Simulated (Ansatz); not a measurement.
K2PdF6:
```
CELL_PARAMETERS angstrom
      5.70949     0.00000     0.00000
     -2.85474     4.94456     0.00000
      0.00000     0.00000     4.61518
ATOMIC_POSITIONS crystal
  K  0.33333 0.66667 0.71646
  K  0.66667 0.33333 0.28354
  Pd 0.00000 0.00000 0.00000
  F  0.83733 0.16267 0.77363
  F  0.16267 0.83733 0.22637
  F  0.83733 0.67466 0.77363
  F  0.16267 0.32534 0.22637
  F  0.32534 0.16267 0.77363
  F  0.67466 0.83733 0.22637
```

Relaxed with r²SCAN.

Problem. Map the electron localisation function on the plane through (0.333, 0.667, 0.716) spanned by u = [0, 0, 1] and v = [1, -1, 0] in lattice vectors, from r²SCAN in the plane-wave PAW code Ansatz.

Solution. x is the fraction of u, y of v (the angle between them is 90°; rows are the nearest grid lines); atoms in the plane: K at (0.00, 0.00), K at (0.57, 0.33), Pd at (0.28, 0.67), F at (0.06, 0.50), F at (0.51, 0.83).
```
|+#@@@%=          =%@@@#+|
|@@@@%+    ....    +%@@@@|
|@@@%*.  .=***+-.  .*%@@@|
|::.    =%@@@%%%#+.   .::|
|      .=%%#+=#@@%+.     |
|   ..::.:*%%%@%%*:      |
|  .:=**-:.-+***+-       |
| .=***+==++-.           |
|.:+#*=--+##+:.         .|
|-::..:+##*-.        .:--|
|%%#+:.:=+-.        .=*#%|
|%**#%#-.           =%@@%|
|%#%@@%+.           -*%@%|
|#%%%#=   :*%@@@%*:   -*#|
|-=+=:   :#@@@@@@@#:   :-|
|       -%@@@%*#@@@%=    |
|       :#@@@@%@@@@#-    |
|        .+%@@@@@%*:     |
|         .-+*##*=:      |
|                        |
|-:.                 .::-|
|@@@%#-            -#@@@@|
|@@@@@*.          .*@@@@@|
|+#@@@%=          =%@@@#+|
```
Scale: ten equal steps from 0.003 (start of ' ') to 0.879 (end of '@'), in the order ' .:-=+*#%@'; x runs from 0.000 to 1.00, y from 0.000 (bottom) to 1.00 (top).

The density is the valence pseudo-density with augmentation charge, so density and ELF within about 1 Å of a nucleus are not all-electron values.

Space group P-3m1. The workflow started from a Materials Project entry (that database holds measured and hypothetical structures alike); the Crystallography Open Database files this formula in space group No. 164, but the cells were not matched. Its standing as an ambient phase is unchecked. The r²SCAN relaxation kept the symmetry of its start; whether a distortion lowers the energy is not shown. The run is not spin-polarised.

Potentials: the later of the program's two PAW sets.
